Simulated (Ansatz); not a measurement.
**Response of HfC to small distortions**

```xyz
2
Lattice="0.0000 2.3250 2.3250 2.3250 0.0000 2.3250 2.3250 2.3250 0.0000" Properties=species:S:1:pos:R:3 pbc="T T T"
Hf    2.3250    2.3250    2.3250
C     0.0000    0.0000    0.0000
```

Atoms are numbered in the order listed.

The conventional cell has a = 4.650 Å, b = 4.650 Å, c = 4.650 Å, α = 90.00°, β = 90.00°, γ = 90.00°. Around Hf (atom 1) lie 6 C at 2.33 Å. C (atom 2) has 6 Hf at 2.33 Å as nearest neighbours.

The cell comes from COD entry 1539502, which wasn't checked; take it as a given geometry.

No spin–orbit coupling, which matters for the heavy atoms here.

Computed with Ansatz 0.2.0, DFT, PBEsol, all-electron PAW with datasets made for the crystal, scalar-relativistic.

Sampling and basis: a Γ-centred 15×15×15 k mesh, Fermi–Dirac smearing of 0.05 eV, cutoff 400 eV (chosen by the program for this cell), no spin polarisation.

The unchanged cell is at -6.51 GPa.

In a metal, stresses and small energies carry noise from the k mesh.

x, y and z are the Cartesian axes of the cell as listed; fractional coordinates follow a strain, and an engineering shear is twice the off-diagonal strain component.

With equal xy, yz and zx engineering shear strains of -3 %: energy change +17 meV/atom; stress change (xx, yy, zz, yz, xz, xy) 0.16, 0.16, 0.16, 4.79, 4.79, 4.79 GPa, compression positive.

With this change (equal xy, yz and zx engineering shear strains of -1 %), what becomes of the energy and stress?

Energy change +2 meV/atom; stress change (xx, yy, zz, yz, xz, xy) 0.02, 0.02, 0.02, 1.62, 1.62, 1.62 GPa, compression positive.

With this change (equal xy, yz and zx engineering shear strains of +2 %), what becomes of the energy and stress?

Energy change +8 meV/atom; stress change (xx, yy, zz, yz, xz, xy) 0.08, 0.08, 0.08, -3.43, -3.43, -3.43 GPa, compression positive.

With this change (equal xy, yz and zx engineering shear strains of -2 %), what becomes of the energy and stress?

Energy change +8 meV/atom; stress change (xx, yy, zz, yz, xz, xy) 0.08, 0.08, 0.08, 3.21, 3.21, 3.21 GPa, compression positive.

With equal xy, yz and zx engineering shear strains of +1 %: energy change +2 meV/atom; stress change (xx, yy, zz, yz, xz, xy) 0.02, 0.02, 0.02, -1.68, -1.68, -1.68 GPa, compression positive.

With equal xy, yz and zx engineering shear strains of +3 %: energy change +18 meV/atom; stress change (xx, yy, zz, yz, xz, xy) 0.17, 0.17, 0.17, -5.25, -5.25, -5.25 GPa, compression positive.
